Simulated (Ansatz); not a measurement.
A relaxation computed with Ansatz, from input to last step.

```yaml
crystal:
  lattice:
    - [2.3981873982, 0.0, 0.0]
    - [-1.1990936991, 2.0768912099, 0.0]
    - [0.0, 0.0, 3.9969168313]
  atoms:
    - { symbol: C, position: [0.3333333333, 0.6666666667, 0.063094788] }
    - { symbol: C, position: [0.6666666667, 0.3333333333, 0.563094788] }
    - { symbol: C, position: [0.3333333333, 0.6666666667, 0.436905212] }
    - { symbol: C, position: [0.6666666667, 0.3333333333, 0.936905212] }
basis:
  ecutwfc: 500
kpoints:
  mp_grid: { grid: [12, 12, 6] }
hamiltonian:
  xc: r2scan
scf:
  occupations: { method: gaussian, width: 0.02 }
output:
  forces: true
  stress: true
  eigenvalues: true
  write_density: true
  write_potential: true
  elf: true
  volumetric_format: npy
relax:
  adjacent_minimum: "off"
  f_tol: 0.01
  max_steps: 30
  cell: { stress_tol: 0.1, fix: [volume] }
```

```bash
ansatz run input.yaml --threads 1 --pin off --max-ram 2560MiB --backend cpu --events-out ev --progress --plain --runs-dir out
```

Computed with DFT r2SCAN, scalar-relativistic, plane waves, PAW (Ansatz).

The volume is held at 0.88 times that of the relaxed cell.

Of 5 frames 4 are shown, positions in Å and forces in eV/Å; the SCF threshold varies from step to step. Steps run on the plane waves of an earlier cell, with a Pulay correction in the pressure. The basis is chosen afresh for the last frame, the zero of the energies, and at times for earlier ones too; energy and pressure step there, also at an unchanged geometry.

```xyz
4
Lattice="2.3982 0.0000 0.0000 -1.1991 2.0769 0.0000 0.0000 0.0000 3.9969" Properties=species:S:1:pos:R:3:forces:R:3 pbc="T T T" step=1 free_energy_over_end_meV_per_atom=0.01 pressure_GPa=72.71
C     0.0000    1.3846    0.2522    0.0000    0.0000    0.0452
C     1.1991    0.6923    2.2506    0.0000    0.0000    0.0452
C     0.0000    1.3846    1.7463    0.0000    0.0000   -0.0452
C     1.1991    0.6923    3.7447    0.0000    0.0000   -0.0452
4
Lattice="2.3977 0.0000 0.0000 -1.1989 2.0765 0.0000 0.0000 0.0000 3.9985" Properties=species:S:1:pos:R:3:forces:R:3 pbc="T T T" step=2 free_energy_over_end_meV_per_atom=0.00 pressure_GPa=72.69
C     0.0000    1.3843    0.2526    0.0000    0.0000    0.0151
C     1.1989    0.6922    2.2519    0.0000    0.0000    0.0151
C     0.0000    1.3843    1.7466    0.0000    0.0000   -0.0151
C     1.1989    0.6922    3.7459    0.0000    0.0000   -0.0151
4
Lattice="2.3978 0.0000 0.0000 -1.1989 2.0766 0.0000 0.0000 0.0000 3.9982" Properties=species:S:1:pos:R:3:forces:R:3 pbc="T T T" step=3 free_energy_over_end_meV_per_atom=0.00 pressure_GPa=72.69
C     0.0000    1.3844    0.2527    0.0000    0.0000    0.0065
C     1.1989    0.6922    2.2518    0.0000    0.0000    0.0065
C     0.0000    1.3844    1.7464    0.0000    0.0000   -0.0065
C     1.1989    0.6922    3.7455    0.0000    0.0000   -0.0065
4
Lattice="2.3979 0.0000 0.0000 -1.1989 2.0766 0.0000 0.0000 0.0000 3.9979" Properties=species:S:1:pos:R:3:forces:R:3 pbc="T T T" step=5 free_energy_over_end_meV_per_atom=0.00 pressure_GPa=72.69
C     0.0000    1.3844    0.2528    0.0000    0.0000   -0.0003
C     1.1989    0.6922    2.2517    0.0000    0.0000   -0.0003
C     0.0000    1.3844    1.7462    0.0000    0.0000    0.0003
C     1.1989    0.6922    3.7452    0.0000    0.0000    0.0003
```

Time: 18 s on 1 thread of AMD EPYC 7R43 64-Core Processor (Zen 3), on a shared host, peak memory 0.39 GiB.